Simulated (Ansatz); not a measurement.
## Structure search: one TiPt5 candidate

The calculation used DFT PBE, scalar-relativistic, plane waves, PAW (Ansatz). Cutoff 420 eV, Gaussian smearing, Γ-centred meshes. Cell and atoms relax first on a coarse mesh and then on a finer one. In between, the cell is made exact in the group found at 0.06 Å. In metals the finer mesh still leaves noise of several meV/atom or more. The steps can't lower the symmetry of their start. No spin polarisation.

Recipe of this trial structure of TiPt5: random cell by space group and Wyckoff sites (P4/mmm, No. 123). Its size is a rough estimate.

```
CELL_PARAMETERS angstrom
3.64287 0.00000 0.00000
0.00000 3.64287 0.00000
0.00000 0.00000 6.98782
ATOMIC_POSITIONS crystal
Ti 0.50000 0.50000 0.50000
Pt 0.00000 0.50000 0.13968
Pt 0.50000 0.00000 0.13968
Pt 0.00000 0.50000 0.86032
Pt 0.50000 0.00000 0.86032
Pt 0.00000 0.00000 0.50000
```

Formation energies are uncorrected and refer to the elements' standard structures at the same level.

Question: Which structure results?

Answer: The symmetry stays P4/mmm (No. 123). The volume per atom grows by 6.5 %, from 15.5 to 16.5 Å³. The shortest distance goes from 1.95 Å (Pt–Pt) to 2.61 Å (Pt–Pt). The ratio c/a of the conventional cell changes by a factor of 0.86. The energy falls by about 2.1 eV/atom (the start's value is from the coarse mesh). Conventional cell: a = 3.912 Å, c = 6.451 Å. Ti is surrounded by 12 Pt at 2.74–2.77 Å; around Pt on a site of symmetry 2mm lie 7 Pt at 2.61–2.77 Å and 2 Ti at 2.74 Å; Pt on a site of symmetry 4/mmm has 8 Pt at 2.74 Å and 4 Ti at 2.77 Å.

```
Ti Pt
1.0
     3.91205    0.00000    0.00000
     0.00000    3.91205    0.00000
     0.00000    0.00000    6.45114
Ti Pt
1 5
Direct
  0.50000 0.50000 0.50000
  0.00000 0.50000 0.20218
  0.50000 0.00000 0.20218
  0.00000 0.50000 0.79782
  0.50000 0.00000 0.79782
  0.00000 0.00000 0.50000
```

Question: How does it come out in energy, and is it a metal?

Answer: The energy over the elements is −0.40 eV/atom and the gap on the 10×10×6 mesh of the 6-atom cell is 0 eV (a metal).

Whether it is stable depends on the other phases of the system, which aren't compared here.

The last run used Gaussian smearing of 0.10 eV. Spin–orbit coupling, which can matter for Pt, is left out. A structure relaxed within its symmetry needn't be a true minimum. In all, the 3 runs took 110 s on 1 thread of Intel(R) Xeon(R) 6975P-C (Granite Rapids), on a shared host.
